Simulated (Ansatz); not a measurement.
Na3Al: what symmetry allows forces and stress to be

```xyz
4
Lattice="0.0000 3.8330 3.8330 3.8330 0.0000 3.8330 3.8330 3.8330 0.0000" Properties=species:S:1:pos:R:3 pbc="T T T"
Na    1.9165    1.9165    1.9165
Na    5.7495    5.7495    5.7495
Na    3.8330    4.0580    3.8330
Al    0.0000    0.0000    0.0000
```

Theory: Ansatz 0.2.0, DFT PBE, scalar-relativistic, plane waves, PAW.

Cutoff 420 eV; k points 8×8×8 on the computed 4-atom cell (Γ-centred); Gaussian smearing, width 0.10 eV; no spin polarisation.

This distorted cell has space group I4mm, with 8 operations.

Without a calculation: in which directions can each atom feel a force?

A force must be left unchanged by every operation that keeps its atom in place, so it lies in the space that those operations leave fixed. Atoms that the group maps onto each other feel forces of one size.
```json
{"atom": "Na1", "site symmetry": "2mm.", "operations at the site": "4", "equivalent to atom": "1", "allowed force (Cartesian)": "along (0.00, 1.00, 0.00)"}
{"atom": "Na2", "site symmetry": "2mm.", "operations at the site": "4", "equivalent to atom": "1", "allowed force (Cartesian)": "along (0.00, 1.00, 0.00)"}
{"atom": "Na3", "site symmetry": "4mm", "operations at the site": "8", "equivalent to atom": "3", "allowed force (Cartesian)": "along (0.00, 1.00, 0.00)"}
{"atom": "Al4", "site symmetry": "4mm", "operations at the site": "8", "equivalent to atom": "4", "allowed force (Cartesian)": "along (0.00, 1.00, 0.00)"}
```

That leaves 3 independent force components of 12, tied by 1 condition that the forces sum to zero, so 2 remain. A relaxation in this cell that keeps the symmetry moves the atoms in these directions alone.

And the stress tensor?

It must be invariant under the point group, which leaves 2 independent components: yz, xz, xy vanish; xx = zz.

Do the computed values obey this?

Yes. Forces (eV/Å):
```
Na1  0.000  0.117  0.000
Na2  0.000  0.117  0.000
Na3  0.000 -0.241  0.000
Al4  0.000  0.006  0.000
```

Stress (GPa, compression positive, xx yy zz yz xz xy): 0.13 0.06 0.13 0.00 0.00 0.00. The program imposes the same operations on density, forces and stress, so this confirms the analysis and is no independent test of the calculation.